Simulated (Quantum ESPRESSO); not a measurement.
Band energies of LaH3

```
LaH3
1.0
    0.00000     2.78648     2.78648
    2.78648     0.00000     2.78648
    2.78648     2.78648     0.00000
H La
3 1
Direct
  0.50000   0.50000   0.50000
  0.75000   0.75000   0.75000
  0.25000   0.25000   0.25000
  0.00000   0.00000   0.00000
```

PBEsol (pw.x of Quantum ESPRESSO, ONCV potentials, no spin-orbit coupling); path ΓXWKΓLUWLK,UX; energies in eV from the Fermi level.

```csv
k (1/Å),point,band 3,band 4,band 5,band 6,band 7,band 8,band 9,band 10
0.00,Γ,-16.59,-16.59,-8.08,-2.96,0.25,0.25,0.25,0.50
0.23,,-16.63,-16.63,-7.75,-3.44,-0.31,0.38,0.38,0.69
0.56,,-16.78,-16.78,-6.40,-4.67,-2.32,0.89,0.89,1.50
0.90,,-16.92,-16.92,-5.48,-5.46,-3.17,1.20,1.20,1.39
1.13,X,-16.95,-16.95,-5.62,-5.47,-3.09,1.24,1.24,1.38
1.24,,-16.97,-16.95,-5.56,-5.41,-3.16,1.19,1.25,1.36
1.58,,-17.23,-16.98,-4.86,-4.79,-4.02,0.48,1.31,1.47
1.69,W,-17.35,-16.99,-4.78,-4.41,-4.41,0.35,1.29,1.34
1.96,,-17.25,-16.90,-5.01,-4.83,-3.84,0.75,1.21,1.29
2.09,K,-17.25,-16.87,-5.11,-4.85,-3.75,0.96,1.10,1.28
2.19,,-17.35,-16.84,-4.95,-4.61,-3.99,0.93,1.01,1.24
2.49,,-17.08,-16.72,-5.42,-4.45,-3.48,0.74,1.02,1.16
2.79,,-16.78,-16.64,-6.70,-4.21,-1.87,0.65,0.85,1.08
3.09,,-16.62,-16.60,-7.82,-3.33,-0.20,0.32,0.47,0.62
3.29,Γ,-16.59,-16.59,-8.08,-2.96,0.25,0.25,0.25,0.50
3.39,,-16.60,-16.60,-8.00,-3.09,0.22,0.27,0.27,0.44
3.72,,-16.65,-16.65,-7.02,-4.02,-1.15,0.42,0.42,1.14
3.94,,-16.69,-16.69,-6.32,-4.26,-1.83,0.27,0.27,1.21
4.26,L,-16.72,-16.72,-6.06,-4.04,-2.15,0.09,0.09,1.26
4.56,,-16.93,-16.77,-5.58,-4.26,-3.20,0.46,1.06,1.18
4.85,,-17.26,-16.85,-5.03,-4.70,-3.87,0.95,1.03,1.27
4.95,U,-17.25,-16.87,-5.11,-4.85,-3.75,0.96,1.10,1.28
5.15,,-17.26,-16.93,-4.89,-4.82,-3.95,0.61,1.25,1.29
5.35,W,-17.35,-16.99,-4.78,-4.41,-4.41,0.35,1.29,1.51
5.45,,-17.33,-16.96,-4.75,-4.48,-4.36,0.40,1.28,1.29
5.65,,-17.17,-16.86,-4.94,-4.55,-3.97,0.59,1.15,1.27
5.95,,-16.82,-16.74,-5.83,-4.14,-2.76,0.26,0.72,1.20
6.15,L,-16.72,-16.72,-6.06,-4.04,-2.15,0.09,0.09,1.26
6.23,,-16.74,-16.73,-6.01,-4.06,-2.29,0.12,0.25,1.25
6.49,,-16.99,-16.78,-5.44,-4.33,-3.41,0.57,1.07,1.26
6.75,,-17.27,-16.85,-5.03,-4.72,-3.86,0.95,1.04,1.27
6.84,K,-17.25,-16.87,-5.11,-4.85,-3.75,0.96,1.10,1.28
6.84,U,-17.25,-16.87,-5.11,-4.85,-3.75,0.96,1.10,1.28
6.94,,-17.14,-16.91,-5.30,-5.08,-3.50,1.05,1.17,1.32
7.24,X,-16.95,-16.95,-5.62,-5.47,-3.09,1.24,1.24,1.37
```

A metal at this level: along this path band 7 crosses the Fermi level.

The 4f states are in the valence at their DFT position.

Geometry of the Materials Project entry, not relaxed at this level.

The structure is a Materials Project entry; no match was found in the copy of COD used, and its stability was not checked.
